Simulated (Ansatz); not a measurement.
SF6 in its lowest state found on the top face of a (100) slab of TiC (Fm-3m (No. 225)), 4 planes, outer planes TiC (top) and TiC (bottom); 1 a cell of 36.83 Å², its atoms last:

```
CELL_PARAMETERS angstrom
6.06863 0.00000 0.00000
0.00000 6.06863 0.00000
0.00000 0.00000 27.18645
ATOMIC_POSITIONS crystal
Ti 0.25000 0.25000 0.29426
Ti 0.25000 0.75000 0.29426
Ti 0.75000 0.25000 0.29426
Ti 0.75000 0.75000 0.29426
C 0.50000 0.50000 0.29426
C 0.50000 0.00000 0.29426
C 0.00000 0.50000 0.29426
C 0.00000 0.00000 0.29426
Ti 0.50000 0.50000 0.37319
Ti 0.50000 0.00000 0.37319
Ti 0.00000 0.50000 0.37319
Ti 0.00000 0.00000 0.37319
C 0.75000 0.75000 0.37319
C 0.75000 0.25000 0.37319
C 0.25000 0.75000 0.37319
C 0.25000 0.25000 0.37319
Ti 0.75000 0.75015 0.45137
Ti 0.75002 0.24995 0.45136
Ti 0.24991 0.75013 0.45138
Ti 0.24991 0.25002 0.45137
C 0.99989 0.00010 0.45197
C 0.99990 0.50003 0.45195
C 0.50002 0.00008 0.45197
C 0.50002 0.50005 0.45193
Ti 0.00001 0.00003 0.52857
Ti 0.00004 0.50003 0.52835
Ti 0.49993 0.99998 0.52841
Ti 0.49997 0.50004 0.52834
C 0.25017 0.25033 0.53284
C 0.25003 0.74988 0.53271
C 0.74987 0.25011 0.53304
C 0.74990 0.74987 0.53300
S 0.15934 0.92689 0.67753
F 0.16734 0.17035 0.69971
F 0.15064 0.68425 0.65508
F 0.31041 0.84067 0.72150
F 0.00631 0.01460 0.63342
F 0.37463 0.97876 0.64572
F 0.94386 0.87601 0.70923
```

Computed with DFT PBE+D3(BJ), scalar-relativistic, plane waves, PAW (Ansatz 0.2.0). Cutoff 420 eV; k points 3×3×1 on the computed 39-atom cell (Γ-centred); Gaussian smearing, width 0.10 eV; no spin polarisation. The cell repeats along c with a dipole correction in the vacuum.

The clean top face has a work function of 4.56 eV. Adsorption changes the slab's dipole along +c by Δp = +0.0354 e·Å a cell (+0.17 D an adsorbate).

Problem. What change of work function does the Helmholtz equation give?

Solution. A sheet of dipoles makes a step in an electron's potential energy of −e·Δp/(ε0·A), and e/ε0 = 180.95 eV·Å for Δp in e·Å: −180.95 × (0.0354)/36.83 = -0.17 eV. This is the change of φ(top) − φ(bottom). If the bottom face is unmoved, φ(top) becomes 4.39 eV.

Problem. How does that compare with the calculation?

Solution. φ(top) changes by -0.17 eV and φ(bottom) by 0.00 eV, so their difference changes by -0.17 eV. The bottom face hardly moves.

Problem. What does the sign say about the electrons?

Solution. The change of dipole points out of the surface, so the work function falls. The molecule's own dipole can set this sign. Δp also holds the adsorbate's own dipole and the moves of the surface atoms, so it isn't a charge transfer alone.

Spin polarisation was left out, and a magnetic state may lie lower.